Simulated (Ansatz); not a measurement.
MoS$_{2}$:
```
MoS2
1.0
    3.15602     0.00000     0.00000
   -1.57801     2.73319     0.00000
    0.00000     0.00000    12.12825
Mo S
2 4
Direct
  0.00000   0.00000   0.25000
  0.00000   0.00000   0.75000
  0.33333   0.66667   0.37881
  0.66667   0.33333   0.62119
  0.66667   0.33333   0.87881
  0.33333   0.66667   0.12119
```

Relaxed with PBE+D3(BJ). Special points in fractions of this cell's reciprocal vectors: Γ (0.000, 0.000, 0.000); M (0.500, 0.000, 0.000); K (0.333, 0.333, 0.000); A (0.000, 0.000, 0.500); L (0.500, 0.000, 0.500); H (0.333, 0.333, 0.500).

Question: List the band energies nearest the valence-band maximum at these points for PBE+D3(BJ) in the plane-wave PAW code Ansatz.

Answer: In eV from the valence-band maximum; about four levels below and three above (degenerate sets whole), none deeper than 8.9 eV; points with the same levels are listed once.

```
k                                below                above
-  -----------------------------------  -------------------
Γ         -2.25 -2.25 -1.32 -1.18 0.00  1.94 1.94 2.14 2.14
M              -1.85 -1.67 -1.60 -1.23       1.54 1.59 2.08
K              -3.06 -3.06 -0.78 -0.78  0.97 0.99 2.28 2.28
A  -2.26 -2.26 -2.26 -2.26 -0.30 -0.30  2.01 2.01 2.01 2.01
L              -1.72 -1.72 -1.33 -1.33  1.56 1.56 2.04 2.04
H              -3.01 -3.01 -0.75 -0.75  0.98 0.98 2.02 2.02
```

Space group P6_3/mmc. The workflow started from a Materials Project entry (that database holds measured and hypothetical structures alike). Its sites differ from those of the usual phase in this space group: another stacking or structure type. The cell was relaxed with PBE+D3(BJ) under the symmetry of its start; its stability against distortions is not shown here. No spin polarisation was allowed. Scalar-relativistic: spin–orbit coupling is off unless named, which matters more the heavier the elements.

Potentials: the earlier of the program's two PAW sets.
